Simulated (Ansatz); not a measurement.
La2TaReN6:
```
La2TaReN6
1.0
    0.00000     4.02425     4.02425
    4.02425     0.00000     4.02425
    4.02425     4.02425     0.00000
La Ta Re N
2 1 1 6
Cartesian
  2.01213   2.01213   2.01213
  6.03638   6.03638   6.03638
  4.02425   4.02425   4.02425
  0.00000   0.00000   0.00000
  4.02425   4.02425   6.07815
  4.02425   4.02425   1.97036
  6.07815   4.02425   4.02425
  1.97036   4.02425   4.02425
  4.02425   6.07815   4.02425
  4.02425   1.97036   4.02425
```

Relaxed with PBE. Special points in fractions of this cell's reciprocal vectors: Γ (0.000, 0.000, 0.000); X (0.500, 0.000, 0.500); U (0.625, 0.250, 0.625); K (0.375, 0.375, 0.750); L (0.500, 0.500, 0.500); W (0.500, 0.250, 0.750).

Task: List the band energies nearest the Fermi level at these points for the program Ansatz at the PBE level (PAW).

Result: In eV from the Fermi level; about four levels below and three above (degenerate sets whole), none deeper than 8.9 eV; points with the same levels are listed once.

```tsv
k	below	above
Γ	-1.52 -1.52 -1.52 -0.68 -0.68 -0.68	0.00 0.00 0.00
X	-1.56 -1.56 -0.68 -0.55 -0.55	0.10 2.24 2.24
U	-1.60 -1.59 -1.14 -0.22	0.57 1.94 2.05
L	-1.06 -1.06 -0.85 -0.69	1.27 1.31 1.31
W	-1.51 -1.51 -0.77 -0.77	1.28 1.28 2.22
```

Space group Fm-3m. The start of the workflow was typed in or built on a structure type; neither database checked (COD, Materials Project) lists it. Whether it is the stable phase at ambient conditions was not checked. The cell keeps a stress of up to 0.2 GPa. The cell was relaxed with PBE under the symmetry of its start; whether a distortion lowers the energy is not shown. The workflow began spin-polarised and lost its moments. Spin–orbit coupling is left out wherever it is not named.

Potentials: the later of the program's two PAW sets.
